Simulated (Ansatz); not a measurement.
Here is the system:

MgCu2:
```
MgCu2
1.0
    0.00000     3.47947     3.47947
    3.47947     0.00000     3.47947
    3.47947     3.47947     0.00000
Cu Mg
4 2
Direct
  0.62500   0.62500   0.62500
  0.12500   0.62500   0.62500
  0.62500   0.12500   0.62500
  0.62500   0.62500   0.12500
  0.25000   0.25000   0.25000
  0.00000   0.00000   0.00000
```

This is the r²SCAN-relaxed structure.

All from the program Ansatz at the r²SCAN level (PAW), unless another level is named. Predict the density of states at the Fermi level.

0.41 states/eV per atom (mean over ±0.08 eV).

And the formation energy from the elements (no fitted shifts)?

-0.13 eV/atom.

Space group Fd-3m (cubic Laves (MgCu2 type)). The cell is a constructed one: a structure type filled with these elements; the Crystallography Open Database files this formula in space group No. 227, but the cells were not matched. Whether it is the stable phase at ambient conditions was not checked. Symmetry was held in the r²SCAN relaxation; its stability against distortions is not shown here. The run is not spin-polarised. The references are the lowest solids computed at this level, not always the standard phases.

Potentials: the later of the program's two PAW sets.
